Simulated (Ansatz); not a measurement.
The calculation used DFT PBE, scalar-relativistic, plane waves, PAW in Ansatz 0.2.0. Settings: cutoff 420 eV, Γ-centred meshes spaced at most about 0.3 Å⁻¹, and about 0.25 Å⁻¹ or finer for metals (2π included), Gaussian smearing. No spin polarisation in the final relaxations.

These are static total energies at zero pressure. All come from trial cells, and lower structures may exist.

Problem. These unrelaxed guesses for AlClF₂ are each relaxed within their symmetry. Order them by the energy at which they end, lowest first.
1.

```
CELL_PARAMETERS angstrom
4.26797 0.00000 0.00000
-2.13398 3.69617 0.00000
0.00000 0.00000 8.82668
ATOMIC_POSITIONS crystal
Al 0.00000 0.00000 0.25000
Al 0.00000 0.00000 0.75000
Cl 0.33333 0.66667 0.75000
Cl 0.66667 0.33333 0.25000
F 0.00000 0.00000 0.94629
F 0.00000 0.00000 0.44629
F 0.00000 0.00000 0.05371
F 0.00000 0.00000 0.55371
```

2.

```
CELL_PARAMETERS angstrom
0.00000 3.74687 3.93437
2.20983 0.00000 3.93437
2.20983 3.74687 0.00000
ATOMIC_POSITIONS crystal
Al 0.00000 0.00000 0.00000
Cl 0.50000 0.50000 0.50000
F 0.33983 0.66017 0.33983
F 0.66017 0.33983 0.66017
```

3.

```
CELL_PARAMETERS angstrom
3.73185 0.00000 0.00000
-1.86592 3.23187 0.00000
0.00000 0.00000 6.88268
ATOMIC_POSITIONS crystal
Al 0.00000 0.00000 0.50000
Cl 0.00000 0.00000 0.00000
F 0.00000 0.00000 0.26797
F 0.00000 0.00000 0.73203
```

Solution. 1 (ends in P6_3/mmc, 0 meV/atom), 2 (ends in I4/mmm, 18 meV/atom), 3 (ends in P6/mmm, 0.99 eV/atom).

Weakly bound directions are ill-defined at this level, which has no dispersion term (P6_3/mmc, I4/mmm, P6/mmm), and this can change margins and order among such cells. Cells relaxed within their symmetry can be saddle points. Some structure types and database cells were kept out of the candidates from the start, so a known form may be missing.
